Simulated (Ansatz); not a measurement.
Relaxed-ion elastic tensor of GaAs (wurtzite, P6_3mc) in GPa (Voigt order), r²SCAN in the plane-wave PAW code Ansatz; density 5.28 g/cm³, 22.73 Å³ per atom.

```
 142  45.2  27.9   0.0   0.0   0.0
45.2   142  27.9   0.0   0.0   0.0
27.9  27.9   165   0.0   0.0   0.0
 0.0   0.0   0.0  38.6   0.0   0.0
 0.0   0.0   0.0   0.0  38.6   0.0
 0.0   0.0   0.0   0.0   0.0  48.2
```

Is the crystal mechanically stable?

Yes: the smallest eigenvalue of C is 38.6 GPa.

Work out the Voigt, Reuss and Hill averages.

K_V = 72.2, K_R = 72.2, K_H = 72.2; G_V = 48.2, G_R = 46.2, G_H = 47.2 GPa.

Give Young's modulus, Poisson's ratio, Pugh's ratio and the universal anisotropy index.

E = 9KG/(3K + G) = 116 GPa; ν = 0.23; K/G = 1.53 (brittle by the Pugh limit of 1.75); A_U = 5G_V/G_R + K_V/K_R − 6 = 0.22.

Estimate the sound speeds and the Debye temperature.

v_l = √((K + 4G/3)/ρ) = 5060 m/s, v_t = √(G/ρ) = 2990 m/s, mean 3310 m/s; Θ = (h/k)(3n/4πV)^(1/3) v_m = 348 K.

Solve the Christoffel equation for the three sound speeds along x, y, z.

Eigenvalues of C_ijkl n_j n_l equal ρv² (piezoelectric stiffening left out). In km/s, slowest first: x 2.70, 3.02, 5.18; y 2.70, 3.02, 5.18; z 2.70, 2.70, 5.59.

How much does each axis shrink under pressure?

Linear compressibilities β_i = Σ_j S_ij (j = 1 to 3): x 4.7, y 4.7, z 4.5 per TPa.

The first step of the workflow began from a Materials Project structure, measured or hypothetical; the Crystallography Open Database copy checked does not list it. It is not the phase usual at ambient conditions (space group No. 216). The r²SCAN relaxation kept the symmetry of its start; whether a distortion lowers the energy is not shown.

Potentials: the earlier of the program's two PAW sets. The files were generated under PBE; for other functionals the program regenerates the frozen cores, and for LDA and PBEsol the local potential too.
